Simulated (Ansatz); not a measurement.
SrVO3:
```xyz
5
Lattice="3.8576 0.0000 0.0000 0.0000 3.8576 0.0000 0.0000 0.0000 3.8576" Properties=species:S:1:pos:R:3 pbc="T T T"
Sr     0.0000     0.0000     0.0000
V      1.9288     1.9288     1.9288
O      0.0000     1.9288     1.9288
O      1.9288     1.9288     0.0000
O      1.9288     0.0000     1.9288
```

Relaxed with PBE. Special points in fractions of this cell's reciprocal vectors: Γ (0.000, 0.000, 0.000); X (0.000, 0.500, 0.000); M (0.500, 0.500, 0.000); R (0.500, 0.500, 0.500).

Problem. List the band energies nearest the Fermi level at these points for PBE (plane waves, PAW; program Ansatz).

Solution. In eV from the Fermi level; about four levels below and three above (degenerate sets whole), none deeper than 8.9 eV; points with the same levels are listed once.

```csv
k,below,above
Γ,-2.33 -2.33 -2.33 -0.86 -0.86 -0.86,1.32 1.32 3.67 3.67
X,-3.98 -2.77 -2.77 -0.74,1.02 1.02 1.34
M,-4.03 -3.53 -3.53 -2.04,1.00 1.00 1.36
R,-5.78 -5.78 -5.78 -1.95 -1.95 -1.95,1.58 1.58 1.58
```

Space group Pm-3m (cubic perovskite). The PBE relaxation kept the symmetry of its start. The workflow began spin-polarised and lost its moments. No Hubbard U is applied. The compound may be a true metal, but semilocal functionals without U, or a wrong spin order, can also close a gap. Spin–orbit coupling is left out wherever it is not named.

Potentials: the later of the program's two PAW sets.
